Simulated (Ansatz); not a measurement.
CdTe:
```
CdTe
1.0
    0.00000     3.24452     3.24452
    3.24452     0.00000     3.24452
    3.24452     3.24452     0.00000
Te Cd
1 1
Cartesian
  4.86678   4.86678   4.86678
  0.00000   0.00000   0.00000
```

Relaxed with PBEsol. Special points in fractions of this cell's reciprocal vectors: Γ (0.000, 0.000, 0.000); X (0.500, 0.000, 0.500); U (0.625, 0.250, 0.625); K (0.375, 0.375, 0.750); L (0.500, 0.500, 0.500); W (0.500, 0.250, 0.750).

Problem. List the band energies nearest the valence-band maximum at these points for plane-wave PAW PBEsol with spin–orbit coupling (Ansatz code).

Solution. In eV from the valence-band maximum; about four levels below and three above (degenerate sets whole), none deeper than 8.9 eV; points with the same levels are listed once.

```csv
k,below,above
Γ,0.00 0.00 0.00 0.00,0.38 0.38 4.05 4.05
X,-2.33 -2.33 -1.98 -1.98,2.23 2.23 2.33 2.33
U,-3.03 -2.74 -1.83 -1.80,2.52 2.56 4.06
L,-1.33 -1.33 -0.80 -0.80,1.46 1.46 4.79 4.79
W,-2.92 -2.45 -2.45 -2.42,3.69 4.10 4.30
```

Space group F-43m (zinc blende). Symmetry was held in the PBEsol relaxation.

Potentials: the later of the program's two PAW sets.
